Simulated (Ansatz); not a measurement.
BAs:
```
CELL_PARAMETERS angstrom
      3.19067     0.00000     0.00000
     -1.59533     2.76320     0.00000
      0.00000     0.00000     2.88472
ATOMIC_POSITIONS crystal
  B  0.00000 0.00000 0.00000
  As 0.66667 0.33333 0.50000
```

Relaxed with r²SCAN. Special points in fractions of this cell's reciprocal vectors: Γ (0.000, 0.000, 0.000); M (0.500, 0.000, 0.000); K (0.333, 0.333, 0.000); A (0.000, 0.000, 0.500); L (0.500, 0.000, 0.500); H (0.333, 0.333, 0.500).

Q: List the band energies nearest the Fermi level at these points for plane-wave PAW r²SCAN with spin–orbit coupling (Ansatz code).

A: In eV from the Fermi level; about four levels below and three above (degenerate sets whole), none deeper than 8.9 eV; … stands for higher levels left out; points with the same levels are listed once.

```tsv
k	below	above
Γ	-0.47 -0.47 -0.35 -0.35	2.00 2.00 4.52 4.52
M	-3.25 -3.25	1.39 1.39 2.21 2.21
K	-7.08 -6.98	3.39 3.39 4.32
A	–	3.08 3.08 3.09 3.09
L	-6.45 -6.45 -4.83 -4.83	1.26 1.26 1.35 1.35
H	-2.92 -2.75 -1.78 -1.78	10.03 10.05 …
```

Space group P-6m2. The cell is a constructed one: a structure type filled with these elements; neither database checked (COD, Materials Project) lists it. It is not the phase usual at ambient conditions (space group No. 216). Symmetry was held in the r²SCAN relaxation; whether a distortion lowers the energy is not shown.

Potentials: the later of the program's two PAW sets.
